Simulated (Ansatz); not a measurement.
BiRhS:
```xyz
12
Lattice="6.1826 0.0000 0.0000 0.0000 6.1826 0.0000 0.0000 0.0000 6.1826" Properties=species:S:1:pos:R:3 pbc="T T T"
Bi     0.7898     3.8811     5.3929
Bi     2.3015     2.3015     2.3015
Bi     3.8811     5.3929     0.7898
Bi     5.3929     0.7898     3.8811
Rh     2.9647     6.0560     3.2180
Rh     0.1267     0.1267     0.1267
Rh     6.0560     3.2180     2.9647
Rh     3.2180     2.9647     6.0560
S      5.4501     2.3587     0.7326
S      3.8239     3.8239     3.8239
S      2.3587     0.7326     5.4501
S      0.7326     5.4501     2.3587
```

Relaxed with r²SCAN. Special points in fractions of this cell's reciprocal vectors: Γ (0.000, 0.000, 0.000); X (0.000, 0.500, 0.000); M (0.500, 0.500, 0.000); R (0.500, 0.500, 0.500); X1 (0.500, 0.000, 0.000).

### Question
List the band energies nearest the valence-band maximum at these points for r²SCAN with spin–orbit coupling (plane waves, PAW; program Ansatz).

### Answer
In eV from the valence-band maximum; about four levels below and three above (degenerate sets whole), none deeper than 8.9 eV; points with the same levels are listed once.

| k | below | above |
|---|---|---|
| Γ | -0.76 -0.76 -0.76 -0.76 | 0.55 0.55 0.55 0.55 |
| X | -0.60 -0.60 -0.57 -0.57 | 0.88 0.88 0.90 0.90 |
| M | -0.44 -0.44 -0.44 -0.44 | 1.24 1.24 1.24 1.24 |
| R | -0.84 -0.84 -0.84 -0.84 -0.84 -0.84 | 0.50 0.50 0.51 0.51 0.51 0.51 0.51 0.51 |

Space group P2_13. The workflow started from a Materials Project entry (that database holds measured and hypothetical structures alike); the Crystallography Open Database copy checked does not list it. Its standing as an ambient phase is unchecked. The cell was relaxed with r²SCAN under the symmetry of its start; its stability against distortions is not shown here. No spin polarisation was allowed.

Potentials: the later of the program's two PAW sets.
